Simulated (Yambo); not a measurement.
Absorption of NaH (rock salt, space group Fm-3m, No. 225) with and without the electron-hole interaction (Yambo, PBEsol bands; 10×10×10 mesh, 1 valence and 4 conduction bands, static screening with 15 bands and a 4 Ry block, scissor 2.47 eV, Tamm-Dancoff; field along x).

```
E (eV)  Im ε, BSE  Im ε, independent quasiparticles
------  ---------  --------------------------------
4.95         0.82                              0.10
5.05         1.00                              0.11
5.15         1.26                              0.11
5.25         1.62                              0.12
5.35         2.16                              0.13
5.45         3.03                              0.14
5.55         4.51                              0.16
5.65         7.31                              0.17
5.75         13.1                              0.19
5.85         25.2                              0.21
5.95         36.1                              0.24
6.05         24.9                              0.27
6.15         13.0                              0.31
6.25         7.38                              0.35
6.35         4.75                              0.41
6.45         3.48                              0.49
6.55         2.83                              0.60
6.65         2.60                              0.75
6.75         2.42                              0.98
6.85         2.35                              1.36
6.95         2.42                              2.03
7.05         2.16                              3.05
7.15         1.72                              4.71
7.25         1.39                              6.87
7.35         1.20                              7.11
7.45         1.22                              7.73
7.55         1.35                              9.23
7.65         1.24                              10.8
7.75         1.04                              11.5
7.85         0.96                              9.44
7.95         0.92                              7.70
8.05         0.84                              7.91
8.15         0.71                              7.77
8.25         0.67                              7.30
8.35         0.80                              6.89
8.45         0.84                              5.99
8.55         0.78                              4.34
8.65         0.79                              3.18
8.75         0.78                              3.00
8.85         0.67                              3.35
8.95         0.70                              3.21
9.05         0.74                              2.98
9.15         0.63                              3.01
9.25         0.52                              2.52
9.35         0.48                              2.22
9.45         0.46                              2.45
9.55         0.38                              2.70
9.65         0.32                              2.60
9.75         0.26                              2.37
9.85         0.24                              2.19
9.95         0.27                              2.14
10.05        0.36                              1.89
10.15        0.46                              1.30
10.25        0.46                              0.90
10.35        0.44                              0.76
10.45        0.48                              0.79
10.55        0.58                              1.00
10.65        0.49                              1.16
10.75        0.43                              1.19
10.85        0.39                              1.07
10.95        0.38                              1.00
11.05        0.40                              1.00
11.15        0.40                              0.96
11.25        0.37                              0.99
11.35        0.29                              1.05
11.45        0.29                              1.01
11.55        0.38                              1.02
11.65        0.46                              0.91
11.75        0.41                              0.71
11.85        0.34                              0.61
```

The scissor comes from a G0W0 run whose convergence isn't established. Broadening 0.15 eV. The band window holds all transitions up to 14.8 eV. Fine structure above the onset can come from the mesh.

Geometry of the Materials Project entry, not relaxed at this level; primitive cell a = 3.3749 Å, b = 3.3749 Å, c = 3.3749 Å, α = 60.00°, β = 60.00°, γ = 60.00°.
